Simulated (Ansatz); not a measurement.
AlGaAs₂:
```yaml
crystal:
  lattice:
    - [4.01076, 0.00000, 0.00000]
    - [0.00000, 4.01076, 0.00000]
    - [0.00000, 0.00000, 5.65959]
  atoms:
    - { symbol: Ga, position: [0.00000, 0.00000, 0.00000] }
    - { symbol: As, position: [0.50000, 0.00000, 0.25024] }
    - { symbol: Al, position: [0.50000, 0.50000, 0.50000] }
    - { symbol: As, position: [0.00000, 0.50000, 0.74976] }
```

Cartesian axes are those of the cell as given.

Task: Give the proper piezoelectric stress tensor with relaxed ions from plane-wave PAW PBEsol (Ansatz code).

Result: In C/m², rows x, y, z, Voigt columns; mesh uncertainty up to 0.01.
```
 0.00   0.00   0.00   0.00  -0.15   0.00
 0.00   0.00   0.00   0.15   0.00   0.00
-0.13   0.13   0.00   0.00   0.00   0.00
```

The elastic tensor of the same run (GPa):

```
      1     2     3     4     5     6
-  ----  ----  ----  ----  ----  ----
1   134  26.9  51.8   0.0   0.0   0.0
2  26.9   134  51.8   0.0   0.0   0.0
3  51.8  51.8   108   0.0   0.0   0.0
4   0.0   0.0   0.0  52.7   0.0   0.0
5   0.0   0.0   0.0   0.0  52.7   0.0
6   0.0   0.0   0.0   0.0   0.0  28.4
```

Task: Convert to strain constants d = e·S.

Result: In pC/N:
```
 0.0   0.0   0.0   0.0  -2.8   0.0
 0.0   0.0   0.0   2.8   0.0   0.0
-1.2   1.2   0.0   0.0   0.0   0.0
```

Space group P-4m2. The start of the workflow was typed in or built on a structure type; neither database checked (COD, Materials Project) lists it. Whether it is the stable phase at ambient conditions was not checked. The PBEsol relaxation kept the symmetry of its start; its stability against distortions is not shown here. Signs of piezoelectric constants follow the polarity of the cell as given.

Potentials: the earlier of the program's two PAW sets. The files were generated under PBE; for other functionals the program regenerates the frozen cores, and for LDA and PBEsol the local potential too.
